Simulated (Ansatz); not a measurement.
**antiAuCu3-structured Eu₃Si**

Level of theory: DFT, PBE+U (U_eff = 6 eV on Eu 4f), scalar-relativistic, collinear spin; plane waves to 420 eV with PAW datasets (Ansatz 0.2.0), Γ-centred 6×6×6 mesh, 0.05 eV Gaussian smearing. The datasets are Ansatz's generated set soft_2.

```
Eu Si
1.0
     5.00062    0.00000    0.00000
     0.00000    5.00062    0.00000
     0.00000    0.00000    5.00062
Eu Si
3 1
Direct
  0.00000 0.50000 0.50000
  0.50000 0.50000 0.00000
  0.50000 0.00000 0.50000
  0.00000 0.00000 0.00000
```

The cell came from substitution into a structure type; no database entry of this phase was matched, which doesn't show that none exists.

Magnetic state: ferromagnetic, site spin moments Eu 7.09; Si -0.18 μB.

The run above is the reference. The same cell was run again with other input settings; several of them aren't fit for production, so the rows show the settings' effect and aren't properties of the material.

| keys changed | outcome | ΔE (meV/atom) | P (GPa) | gap on the mesh (eV) | cell moment (μB) | largest force component (eV/Å) | SCF iterations | rough core-seconds | new warnings |
| --- | --- | --- | --- | --- | --- | --- | --- | --- | --- |
| none (reference) | converged | 0.0 | 0.0 | metal | 21.73 | 0.000 | – | – | – |

ΔE is the energy with the smearing extrapolated to zero. It is left out where the change alters the Hamiltonian or the spin treatment. The varied runs start from atomic densities (corrected by the program's trained start where that serves), with the default search for lower states unless a row changes it, while the reference went on from a saved state, so a magnet may end in another state whatever the setting.

(1) What happens with these changes: kpoints.mp_grid.shift: [0.5, 0.5, 0.5]?

(2) What happens with these changes: basis.ecutwfc: 420 → "350 eV"?

Answers:

(1) outcome converged, ΔE (meV/atom) 3.0, P (GPa) -0.1, gap on the mesh (eV) metal, cell moment (μB) 21.74, largest force component (eV/Å) 0.000, SCF iterations 13, rough core-seconds 30.

(2) outcome converged, ΔE (meV/atom) 4.1, P (GPa) 0.0, gap on the mesh (eV) metal, cell moment (μB) 21.73, largest force component (eV/Å) 0.000, SCF iterations 13, rough core-seconds 40, new warnings cutoff below recommended.

3 further runs (cut off, refused for memory, with changed atoms or starts, or in doubt) are left out.

Of the reference: These numbers lack spin–orbit coupling. The run wasn't fully tested for a lower electronic state. Site moments are of spin, integrated over atomic spheres. A U of this size is made for insulators; in a metal, as here, it tends to take f weight out of the bonding and to swell the cell. The moments were started parallel, and the real magnetic order may be another.
